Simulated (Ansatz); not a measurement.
# Calculated ³³S NMR of the central transition for Bi2S3

Cell: a COD entry, atoms as given.

```cif
data_Bi2S3
_symmetry_space_group_name_H-M 'Pnma'
_symmetry_Int_Tables_number 62
_cell_length_a 11.3160
_cell_length_b 3.9709
_cell_length_c 11.1780
_cell_angle_alpha 90.000
_cell_angle_beta 90.000
_cell_angle_gamma 90.000
loop_
_atom_site_label
_atom_site_type_symbol
_atom_site_symmetry_multiplicity
_atom_site_Wyckoff_symbol
_atom_site_fract_x
_atom_site_fract_y
_atom_site_fract_z
Bi1 Bi 4 c 0.4834 0.2500 0.3258
Bi5 Bi 4 c 0.3407 0.7500 0.0343
S9 S 4 c 0.2854 0.2500 0.1941
S13 S 4 c 0.5500 0.7500 0.1284
S17 S 4 c 0.3756 0.7500 0.4423
```

One atom of each set is listed.

Method: Kohn–Sham DFT in Ansatz, PBE, plane waves and PAW, scalar-relativistic, 420 eV cutoff, Γ-centred 3×7×3 k-points, Fermi–Dirac smearing 0.02 eV.

³³S has I = 3/2 and Q = -69.40 mb (Pyykkö 2018); at 23.5 T its Larmor frequency is ν₀ = 76.9 MHz. Only the quadrupole interaction is simulated: positions count from each site's isotropic chemical shift, and shift anisotropy, dipolar and J coupling are left out.

The S sites: S9 (4 atoms; 3 Bi at 2.68–2.74 Å); S13 (4 atoms; 5 Bi at 2.59–3.06 Å); S17 (4 atoms; 5 Bi at 2.67–3.32 Å).

Fitted components of the simulated spectrum:

```csv
component,|C_Q| (MHz),η
A,4.71,0.54
B,7.72,0.92
C,15.9,0.22
```

Task: Which site most likely gives which component?

Result: By the calculation, A is S9, B is S13, C is S17. At S9 V_zz stands upright on the plane through its three neighbours (within 2°). Like point charges on the first shell alone (each adding as 1/d³) would give the same order, so the shape of the shell goes a long way to explain it.

Without spin–orbit coupling the gradients at and beside Bi can be off by some per cent, at some sites by more.

Hardware: 2 threads of Arm Neoverse N1 (aarch64; 36 cores open to the job, memory cap 5.0 GiB, no GPU), a shared host with a load of 0.9 a core. Wall time 95 s, CPU time 3.1 min, peak memory 1.4 GiB.
